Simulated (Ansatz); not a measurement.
# TiMn2: reading a single point

```
CELL_PARAMETERS angstrom
4.75843 0.00000 0.00000
-2.37922 4.12092 0.00000
0.00000 0.00000 7.81390
ATOMIC_POSITIONS crystal
Mn 0.82700 0.65400 0.25000
Mn 0.17300 0.82700 0.75000
Mn 0.34600 0.17300 0.25000
Mn 0.17300 0.34600 0.75000
Mn 0.82700 0.17300 0.25000
Mn 0.65400 0.82700 0.75000
Mn 0.00000 0.00000 0.00000
Mn 0.00000 0.00000 0.50000
Ti 0.33330 0.66670 0.43500
Ti 0.66660 0.33330 0.93500
Ti 0.33330 0.66670 0.06500
Ti 0.66670 0.33340 0.56500
```

Method: PBEsol, no spin polarisation; PAW, plane waves to 420 eV, 8×8×5 Γ-centred mesh, fermi-dirac occupations (width 0.1279 eV) (Ansatz 0.2.0), atoms fixed.

(1) Is the cell too large or too small?

(2) How is the charge shared?

(3) What do density and ELF say about some of the short contacts?

(4) Which atom feels the largest force, and which way?

(5) Metal or insulator?

Origin: a database entry at a rescaled volume. Caveats: no spin polarisation, so a magnetic state may lie lower.

## Answers

(1) The pressure is -9.8 GPa (compression positive), so with the atoms held at these fractions the cell would first shrink.

(2) Bader charges in e: Ti +1.19, Mn -0.60. In the mean Ti gives up most and Mn takes most.

(3) Mn–Mn at 2.29 Å: least valence density 0.52 e/Å³ and ELF 0.28 there. Ti–Mn at 2.78 Å: least valence density 0.24 e/Å³ and ELF 0.26 there. Ti–Ti at 2.89 Å: least valence density 0.18 e/Å³ and ELF 0.16 there. Both are smooth PAW fields, read partly inside the augmentation spheres.

(4) The largest is on Ti10 (and as large on other atoms): 0.15 eV/Å, components (0.00, 0.00, 0.15). It makes 121° with the line to a nearest neighbour, Mn2 at 2.78 Å.

(5) It is a metal, with about 18 states/eV a cell as the mean within 0.25 eV of the Fermi level, mostly Mn d (74 %) and Ti d (20 %).
